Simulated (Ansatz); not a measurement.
NbSi2 in space group P6_222 (No. 180; Nb on 3d, Si on 6j) at seven volumes, PBEsol (plane waves, PAW; program Ansatz), shape and atoms relaxed at each. One row is withheld.

| V (Å³/atom) | P (GPa) |
|---|---|
| 13.088 | 21.46 |
| 13.519 | 13.15 |
| 13.951 | ? |
| 14.382 | 0.01 |
| 14.814 | -5.15 |
| 15.245 | -9.54 |
| 15.677 | -13.28 |

Task: Fit the shown pressures and predict the withheld one.

Result: P = (3/2)B₀(x^(7/2) − x^(5/2))[1 + (3/4)(B′ − 4)(x − 1)] with x = (V₀/V)^(2/3). Least squares on the six rows gives V₀ = 14.383 Å³/atom, B₀ = 186 GPa, B′ = 4.31. At V = 13.951, x = 1.0205 and P = 6.06 GPa. The run itself gave 6.06 GPa.

Symmetry was held in the PBEsol relaxation; of distortions, only those at the zone centre were tested. The run is not spin-polarised.

Potentials: the later of the program's two PAW sets.
